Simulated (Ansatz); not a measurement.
BiBN₂:
```
CELL_PARAMETERS angstrom
      3.01097     0.00000     0.00000
     -1.50548     2.60758     0.00000
      0.00000     0.00000     6.10235
ATOMIC_POSITIONS crystal
  Bi 0.33333 0.66667 0.00458
  N  0.33333 0.66667 0.46205
  B  0.66667 0.33333 0.52711
  N  0.66667 0.33333 0.77626
```

Relaxed with r²SCAN. Special points in fractions of this cell's reciprocal vectors: Γ (0.000, 0.000, 0.000); M (0.500, 0.000, 0.000); K (0.333, 0.333, 0.000); A (0.000, 0.000, 0.500); L (0.500, 0.000, 0.500); H (0.333, 0.333, 0.500).

### Question
List the band energies nearest the Fermi level at these points for plane-wave PAW r²SCAN (Ansatz code).

### Answer
In eV from the Fermi level; about four levels below and three above (degenerate sets whole), none deeper than 8.9 eV; … stands for higher levels left out; points with the same levels are listed once.

| k | below | above |
|---|---|---|
| Γ | -2.36 -2.36 -2.00 -0.55 -0.55 | 4.26 4.79 … |
| M | -4.25 -4.10 -1.69 -0.99 | 0.62 4.16 5.61 |
| K | -5.19 -4.58 -4.22 -0.12 | 0.96 1.53 6.83 |
| A | -2.31 -2.31 -0.62 -0.62 -0.03 | 2.99 4.80 … |
| L | -3.35 -1.95 -1.91 -0.36 | 4.90 5.97 … |
| H | -5.18 -4.59 -2.41 -1.26 | 0.54 0.69 7.45 |

Space group P3m1. The start of the workflow was typed in or built on a structure type; neither database checked (COD, Materials Project) lists it. Whether it is the stable phase at ambient conditions was not checked. Symmetry was held in the r²SCAN relaxation; whether a distortion lowers the energy is not shown. The volume moved by 16 % from the start of the relaxation. Its formation energy is positive at this level, so the cell may be metastable or incomplete. Spin–orbit coupling is left out wherever it is not named.

Potentials: the earlier of the program's two PAW sets.
